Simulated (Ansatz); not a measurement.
Theory: Ansatz 0.2.0, DFT r2SCAN, scalar-relativistic, plane waves, PAW.

Structure of Cd3Ga:

```xyz
4
Lattice="-2.1801 2.1801 4.4053 2.1801 -2.1801 4.4053 2.1801 2.1801 -4.4053" Properties=species:S:1:pos:R:3 pbc="T T T"
Cd    0.0000    2.1801    2.2026
Cd    2.1801    0.0000    2.2026
Cd    0.0000    0.0000    4.4053
Ga    0.0000    0.0000    0.0000
```

Cutoff 500 eV; k points 14×14×14 on the computed 4-atom cell (Γ-centred); Gaussian smearing, width 0.10 eV; no spin polarisation.

Levels along Γ–X–P–N–Γ–M–S | S0–Γ | X–R | G–M, in eV from the Fermi level, sorted by energy at each point. Points in fractions of the primitive reciprocal vectors: Γ (0.000 0.000 0.000), X (0.000 0.000 0.500), P (0.250 0.250 0.250), N (0.000 0.500 0.000), M (0.500 0.500 -0.500), S (0.311 0.689 -0.311), S0 (-0.311 0.311 0.311), R (-0.122 0.122 0.500), G (0.500 0.500 -0.122).
```tsv
point	k (1/Å, with 2π)	band 34	band 35	band 36	band 37	band 38	band 39	band 40
Γ	0.000	-1.60	-0.92	0.97	0.97	1.60	1.85	1.85
-	0.146	-1.47	-1.22	0.51	0.90	1.06	1.18	2.24
-	0.291	-1.80	-1.09	-0.36	0.18	0.19	0.97	3.33
-	0.437	-2.34	-1.23	-0.96	-0.50	-0.26	1.12	2.09
-	0.582	-2.77	-1.98	-1.68	-0.99	0.09	0.49	1.77
-	0.728	-3.15	-2.57	-2.29	-1.44	-1.31	1.49	2.33
-	0.873	-3.79	-2.95	-2.69	-2.44	-1.49	2.63	3.12
X	1.019	-4.49	-3.08	-2.83	-2.68	-1.55	3.67	3.95
-	1.070	-4.48	-3.13	-3.07	-2.42	-1.48	3.21	3.70
-	1.121	-4.45	-3.34	-3.25	-2.07	-1.28	2.65	3.13
-	1.172	-4.40	-3.59	-3.41	-1.69	-1.00	2.10	2.58
-	1.223	-4.34	-3.79	-3.58	-1.30	-0.66	1.57	2.04
-	1.274	-4.26	-3.96	-3.75	-0.89	-0.28	1.07	1.53
-	1.325	-4.16	-4.06	-3.90	-0.48	0.13	0.60	1.04
P	1.375	-4.10	-4.04	-4.04	-0.21	0.31	0.57	0.57
-	1.478	-4.68	-3.73	-3.36	-0.56	-0.14	1.01	1.11
-	1.581	-5.20	-3.10	-2.57	-1.05	-0.59	1.77	1.84
-	1.684	-5.62	-2.39	-1.78	-1.41	-0.87	2.64	2.65
-	1.787	-5.94	-2.13	-1.53	-1.12	-0.44	3.53	3.59
-	1.890	-6.16	-2.30	-1.68	-0.22	0.55	4.42	4.43
-	1.993	-6.28	-2.45	-1.79	0.81	1.66	3.21	4.31
N	2.096	-6.33	-2.50	-1.83	1.69	2.27	2.55	3.36
-	2.211	-5.80	-2.48	-1.75	1.48	2.19	2.84	3.43
-	2.326	-4.89	-2.41	-1.51	1.18	2.01	3.37	3.38
-	2.441	-3.88	-2.25	-1.14	0.95	1.76	2.91	3.60
-	2.555	-2.90	-1.94	-0.65	0.83	1.41	2.46	3.09
-	2.670	-2.21	-1.35	-0.05	0.82	1.07	2.18	2.50
-	2.785	-1.80	-0.93	0.58	0.91	1.25	1.88	2.05
Γ	2.900	-1.60	-0.92	0.97	0.97	1.60	1.85	1.85
-	3.002	-2.28	-0.46	0.61	0.61	1.82	2.27	2.27
-	3.104	-3.25	-0.12	0.06	0.06	2.21	2.44	2.98
-	3.206	-4.22	-0.45	-0.45	-0.04	1.95	3.23	3.76
-	3.308	-5.13	-0.88	-0.88	-0.04	1.74	3.95	4.54
-	3.409	-5.96	-1.20	-1.20	-0.07	1.60	4.58	5.29
-	3.511	-6.67	-1.39	-1.39	-0.10	1.51	5.07	5.88
M	3.613	-7.05	-1.46	-1.46	-0.11	1.48	5.26	6.13
-	3.691	-7.02	-1.84	-1.42	0.14	1.66	5.22	5.99
-	3.768	-6.93	-2.54	-1.30	0.45	2.23	5.06	5.64
-	3.846	-6.79	-3.30	-1.11	0.64	3.08	4.74	5.20
-	3.924	-6.58	-4.03	-0.85	0.76	4.02	4.28	4.77
-	4.002	-6.33	-4.72	-0.53	0.87	3.73	4.18	5.25
-	4.079	-6.01	-5.31	-0.15	0.97	3.15	3.82	5.23
S	4.157	-5.70	-5.65	0.27	1.04	2.56	3.52	4.71
S0	4.157	-5.70	-5.65	0.27	1.04	2.56	3.52	4.71
-	4.285	-5.48	-4.92	1.05	1.06	1.62	3.31	3.90
-	4.413	-4.78	-4.05	0.75	0.92	1.80	3.31	3.44
-	4.542	-3.91	-3.03	-0.03	0.71	1.97	3.13	3.34
-	4.670	-2.96	-1.89	-0.66	0.53	1.61	2.67	2.72
-	4.798	-1.99	-1.22	-0.55	0.46	1.27	2.25	2.29
-	4.926	-1.50	-1.20	0.64	0.79	1.05	1.93	1.95
Γ	5.054	-1.60	-0.92	0.97	0.97	1.60	1.85	1.85
X	5.054	-4.49	-3.08	-2.83	-2.68	-1.55	3.67	3.95
-	5.090	-4.48	-3.23	-2.91	-2.52	-1.46	3.68	3.95
-	5.125	-4.47	-3.47	-3.09	-2.23	-1.25	3.69	3.96
-	5.161	-4.44	-3.71	-3.33	-1.91	-0.96	3.71	3.99
-	5.197	-4.41	-3.94	-3.58	-1.57	-0.63	3.74	4.02
-	5.232	-4.37	-4.13	-3.84	-1.22	-0.28	3.78	4.06
-	5.268	-4.32	-4.29	-4.10	-0.86	0.09	3.83	4.11
R	5.304	-4.40	-4.34	-4.25	-0.49	0.46	3.89	4.16
G	5.304	-4.40	-4.34	-4.25	-0.49	0.46	3.89	4.16
-	5.414	-5.05	-4.46	-4.01	0.71	1.69	4.12	4.37
-	5.524	-5.65	-4.20	-3.67	1.96	2.93	4.46	4.48
-	5.633	-6.15	-3.77	-3.24	3.12	3.87	3.97	4.27
-	5.743	-6.54	-3.23	-2.74	2.51	3.48	4.51	4.57
-	5.853	-6.82	-2.58	-2.20	1.41	2.57	4.94	5.38
-	5.963	-6.99	-1.90	-1.69	0.43	1.80	5.18	5.93
M	6.073	-7.05	-1.46	-1.46	-0.11	1.48	5.26	6.13
```

Cost: 1 run of about 2.3 core-minutes, on Intel Xeon 6975P-C (Granite Rapids) (shared hosts).